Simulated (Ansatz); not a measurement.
CuI in space group P-6m2 (No. 187; Cu on 1a, I on 1f) under volume change, PBE (plane waves, PAW; program Ansatz), shape and atoms relaxed at each volume.

| V (Å³/atom) | E − E(relaxed) (meV/atom) | P (GPa) |
|---|---|---|
| 22.673 | (withheld) | (withheld) |
| 23.421 | 11.7 | 2.71 |
| 24.168 | 2.7 | 1.20 |
| 24.916 | 0.0 | 0.00 |
| 25.663 | 2.3 | -0.98 |
| 26.411 | 9.0 | -1.82 |
| 27.158 | (withheld) | (withheld) |

Fill in the missing entries.


- 27.158, E − E(relaxed) (meV/atom): 19.2
- 27.158, P (GPa): -2.53
- 22.673, E − E(relaxed) (meV/atom): 28.4
- 22.673, P (GPa): 4.53

What does a third-order Birch–Murnaghan fit give for V₀, B₀ and B′?

V₀ = 24.92 Å³/atom, B₀ = 36.9 GPa, B′ = 5.5.

A made-up cell: these elements were put on the sites of a structure type; neither database checked (COD, Materials Project) lists it. It is not the phase usual at ambient conditions (space group No. 216). The cell was relaxed with PBE under the symmetry of its start; its stability against distortions is not shown here. No spin polarisation was allowed. Spin–orbit coupling is left out wherever it is not named.

Potentials: the later of the program's two PAW sets.
